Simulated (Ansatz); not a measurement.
Ni (sc type), DFT, LDA, all-electron LAPW, scalar-relativistic (Ansatz 0.2.0), on 1 thread of Arm Neoverse V2 (shared host).

Command: `ansatz run input.yaml --threads 1 --pin off --max-ram 3072MiB --backend cpu --events-out ev --progress --plain --runs-dir out`

```yaml
crystal:
  lattice:
    - [2.0813710153, 0.0, 0.0]
    - [0.0, 2.0813710153, 0.0]
    - [0.0, 0.0, 2.0813710153]
  atoms:
    - { symbol: Ni, position: [0.0, 0.0, 0.0], spin: 1.0 }
magnetization:
  spin_polarized: true
kpoints:
  mp_grid: { grid: [19, 19, 19] }
scf:
  occupations: { method: fermi_dirac, width: 0.1 }
hamiltonian:
  xc: lda
  pseudopotentials: { kind: all_electron, lapw: { basis_error: 0.001 } }
output:
  forces: true
  stress: true
  eigenvalues: true
  populations: true
```

(1) How large is the problem that the program sets up?

(2) About how long does it take, and how much memory?

Answers

(1) 220 irreducible k-points, 203 plane waves at Γ, 14 bands.

(2) 43 s of wall time for 11 SCF iterations, with a peak of 0.51 GiB. Times on shared machines scatter by tens of per cent.
